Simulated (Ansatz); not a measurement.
**hcp against bcc along group 15**

The calculation used DFT, LDA (PW92), plane waves (420 eV) with PAW, scalar-relativistic in Ansatz. (PAW data from PBE, frozen cores regenerated.)

Each structure is relaxed within its symmetry, in the lowest magnetic state of the tried starts. Differences under about 8 meV lie within the error of the k-point mesh.

| element | E(hcp) − E(bcc) (meV/atom) | V(hcp) (Å³/atom) | V(bcc) (Å³/atom) | state of hcp | state of bcc |
| --- | --- | --- | --- | --- | --- |
| As | 75 | 18.08 | 17.84 | spin not included | spin not included |
| Sb | 49 | 25.63 | 25.52 | spin not included | spin not included |
| Bi | 16 | 29.38 | 29.40 | spin not included | spin not included |
